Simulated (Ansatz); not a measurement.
Relaxation of a generated cell, Bi built in the AFLOW prototype A_hR1_166_a (A10, as in Hg); 1 atom in the cell, which starts as R-3m, hexagonal axes (No. 166), hR1; a = 3.915 Å, b = 3.915 Å, c = 7.546 Å, α = 90.00°, β = 90.00°, γ = 120.00°. Computed with r2SCAN (plane waves to 500 eV, PAW, scalar-relativistic; Ansatz, a quantum-chemistry and plane-wave program). Γ-centred k-mesh 11×11×11 on the run's cell (coarser than for final values), Fermi–Dirac smearing 0.05 eV. This is the first round of the run. 

The optimiser's lines from the output (shortened; P is positive under compression):

```
relax step   1: F+E_penalty+E_count = -12413.06818174 eV  Δ(F+E_penalty+E_count) = +0.000e0 eV  max|allowed force component| = 0.000e0 eV/Å  Δτ_max = 0.0000 Å  P = -1.656 GPa  Ω = 33.390 Å³  (6 SCF iters, dr2 threshold 1.00e-7 eV, accepted)
relax step   2: F+E_penalty+E_count = -12413.08301673 eV  Δ(F+E_penalty+E_count) = -1.483e-2 eV  max|allowed force component| = 0.000e0 eV/Å  Δτ_max = 0.0000 Å  P = +0.791 GPa  Ω = 32.081 Å³  (5 SCF iters, dr2 threshold 1.00e-7 eV, accepted)
relax step   3: F+E_penalty+E_count = -12413.09795475 eV  Δ(F+E_penalty+E_count) = -1.494e-2 eV  max|allowed force component| = 0.000e0 eV/Å  Δτ_max = 0.0000 Å  P = +1.969 GPa  Ω = 31.813 Å³  (6 SCF iters, dr2 threshold 1.00e-7 eV, accepted)
relax step   4: F+E_penalty+E_count = -12413.14587682 eV  Δ(F+E_penalty+E_count) = -4.792e-2 eV  max|allowed force component| = 0.000e0 eV/Å  Δτ_max = 0.0000 Å  P = +2.482 GPa  Ω = 32.153 Å³  (6 SCF iters, dr2 threshold 1.00e-7 eV, accepted)
relax step   5: F+E_penalty+E_count = -12413.21114611 eV  Δ(F+E_penalty+E_count) = -6.527e-2 eV  max|allowed force component| = 0.000e0 eV/Å  Δτ_max = 0.0000 Å  P = +1.235 GPa  Ω = 33.344 Å³  (7 SCF iters, dr2 threshold 1.00e-7 eV, accepted)
relax step   6: F+E_penalty+E_count = -12413.24683039 eV  Δ(F+E_penalty+E_count) = -3.568e-2 eV  max|allowed force component| = 0.000e0 eV/Å  Δτ_max = 0.0000 Å  P = +0.920 GPa  Ω = 33.847 Å³  (6 SCF iters, dr2 threshold 1.00e-7 eV, accepted)
relax step   7: F+E_penalty+E_count = -12413.25637293 eV  Δ(F+E_penalty+E_count) = -9.543e-3 eV  max|allowed force component| = 0.000e0 eV/Å  Δτ_max = 0.0000 Å  P = +0.217 GPa  Ω = 34.365 Å³  (6 SCF iters, dr2 threshold 1.00e-7 eV, accepted)
relax step   8: F+E_penalty+E_count = -12413.25703276 eV  Δ(F+E_penalty+E_count) = -6.598e-4 eV  max|allowed force component| = 0.000e0 eV/Å  Δτ_max = 0.0000 Å  P = +0.002 GPa  Ω = 34.512 Å³  (6 SCF iters, dr2 threshold 1.00e-7 eV, accepted)
relax step   9: F+E_penalty+E_count = -12413.25712054 eV  Δ(F+E_penalty+E_count) = -8.778e-5 eV  max|allowed force component| = 0.000e0 eV/Å  Δτ_max = 0.0000 Å  P = +0.046 GPa  Ω = 34.481 Å³  (7 SCF iters, dr2 threshold 1.94e-8 eV, accepted)
relax step  10: F+E_penalty+E_count = -12413.25712709 eV  Δ(F+E_penalty+E_count) = -6.548e-6 eV  max|allowed force component| = 0.000e0 eV/Å  Δτ_max = 0.0000 Å  P = +0.002 GPa  Ω = 34.511 Å³  (4 SCF iters, dr2 threshold 1.03e-8 eV, accepted)
relax step  11: F+E_penalty+E_count = -12413.25780611 eV  Δ(F+E_penalty+E_count) = -6.790e-4 eV  max|allowed force component| = 0.000e0 eV/Å  Δτ_max = 0.0000 Å  P = +0.012 GPa  Ω = 34.511 Å³  stress off target by 1.85e-2 GPa  SCF on the basis re-selected at this cell (its energy is not comparable with the rows above)  (6 SCF iters)
```

From the first to the last row the energy changes by -0.19 eV/atom and the volume by +3.4 %. The last row is marked as not comparable with the walk above it, whose basis was carried along; it does compare with step 1, since both stand on a basis selected at the nominal cutoff for their own cell.

Later rounds, restarted from the end of this one on a renewed k-mesh, logged 7 more steps. The final structure after all rounds: Pm-3m (No. 221), cP1, simple cubic type; a = b = c = 3.254 Å, α = β = γ = 90.00°. Between re-selections the logged energies stand on a plane-wave basis carried along with the cell. No spin polarisation in the result.

The run could not lose the symmetry of its start, so the end can be a saddle point.

The relaxed structure here is a generated cell of Bi: the first start was made by placing the elements on the sites of a structure type, and the end was not matched to a known phase here, so it may be hypothetical. Known forms of Bi include space group No. 166.
